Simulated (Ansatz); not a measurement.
The elements of this relaxed trial crystal are hidden behind letters.

```
lattice vectors (Å)
   4.9758    0.0000    0.0000
  -2.4879    4.3092    0.0000
   0.0000    0.0000    4.9616
fractional positions
X 0.4117 0.0000 0.0000
X 0.0000 0.4117 0.0000
X 0.5883 0.5883 0.0000
Z 0.0000 0.0000 0.5000
Q 0.0000 0.0000 0.0000
```

Theory: Ansatz 0.2.0, DFT PBE, scalar-relativistic, plane waves, PAW. Plane waves to 420 eV, a 12×12×8 mesh through Γ for the 5-atom cell and 0.10 eV Gaussian smearing; no spin polarisation.

```
Space group                                : P-62m (No. 189)
Conventional cell                          : a = 4.976 Å, c = 4.962 Å
Volume per atom                            : 21.28 Å³
Density                                    : 6.57 g/cm³
Formation energy                           : −0.05 eV/atom
Gap on the 12×12×8 mesh of the 5-atom cell : 0 eV (a metal)
```

Energies are uncorrected and count from the elements' standard states at the same level.

Question: X is a d-block element of period 4, Z is a p-block element of period 6 and Q is a p-block element of period 2. Which elements are they?

Answer: X = Zn, Z = Bi, Q = O, so the formula is Zn3BiO. Density times volume gives a mean mass of 6.57 × 21.28/1.6605 = 84.2 u per atom, and this set has 84.2 u. Zn has 1 O at 2.05 Å and 4 Zn at 2.60 Å; around Bi lie 2 O at 2.48 Å; O has 3 Zn at 2.05 Å and 2 Bi at 2.48 Å. Other sets within the hints have nearly the same mass, so mass alone doesn't settle it; this one was computed.

Spin–orbit coupling, which can matter for Bi, is left out. The cell is a metal run without spin; a magnetic state may lie lower. A structure relaxed within its symmetry needn't be a true minimum. Another cell of Zn3BiO relaxed alike, in Pm-3m, lies 73 meV/atom lower, so this cell isn't the stable form at this level.
